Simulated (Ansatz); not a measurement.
Relaxed Ga2Cu (space group P4/mmm):

```yaml
crystal:
  lattice:
    - [5.54212, 0.00000, 0.00000]
    - [2.77106, 2.77106, 0.00000]
    - [0.00000, 0.00000, 5.66530]
  atoms:
    - { symbol: Ga, position: [0.00000, 0.50000, 0.28331] }
    - { symbol: Ga, position: [0.50000, 0.50000, 0.28331] }
    - { symbol: Ga, position: [0.00000, 0.50000, 0.71669] }
    - { symbol: Ga, position: [0.50000, 0.50000, 0.71669] }
    - { symbol: Cu, position: [0.00000, 0.00000, 0.00000] }
    - { symbol: Cu, position: [0.50000, 0.00000, 0.00000] }
```

A phonon eigenvector at M = (0.5, 0.5, 0.0) is frozen into this cell: atom i moves by Q times the vector below, so Q is the largest atomic displacement, in Å. The cell is held. (q is in reciprocal vectors of the primitive cell; the cell shown is doubled to hold the pattern.)

```
atom      x      y       z
----  -----  -----  ------
Ga1   0.000  0.000  -1.000
Ga2   0.000  0.000   1.000
Ga3   0.000  0.000   1.000
Ga4   0.000  0.000  -1.000
```

Atoms not listed stay in place.

Method: LDA (plane waves to 420 eV, PAW, scalar-relativistic; Ansatz, a program for electronic structure). k mesh 17×17×8 (Γ-centred), Fermi-Dirac smearing 0.05 eV. The energy includes the smearing's −TS. With partly filled bands, energies and forces of such displacements shift with the k mesh and the smearing. Ga2Cu is run without spin polarisation. Ga2Cu was relaxed with its symmetry unable to fall. The zero of ΔE is the undisplaced structure. The last digit holds for this mesh only.

```csv
Q (Å),ΔE (meV/cell)
-0.1000,261.7
-0.0833,178.9
-0.0667,113.0
-0.0500,62.9
-0.0333,withheld
-0.0167,6.9
0.0000,0.0
0.0167,6.9
0.0333,withheld
0.0500,62.9
0.0667,113.0
0.0833,178.9
0.1000,261.7
```

Task: Fit an even polynomial form (powers 2, 4) to the given rows and predict ΔE at Q = 0.0333.

Result: Least squares on the 11 given rows: ΔE = (24830)·Q² + (134900)·Q⁴, in meV/cell with Q in Å; root-mean-square residual 0.09 meV/cell. At 0.0333 the fit gives 27.7 meV/cell; the calculation gives 27.8 meV/cell, so the interpolation is off by -0.1 (-0.4 %). The quadratic term alone would give 27.5 meV/cell.

(A displaced cell: forces are minus the slopes of the energy, force constants its curvatures, and phonons follow from these.)
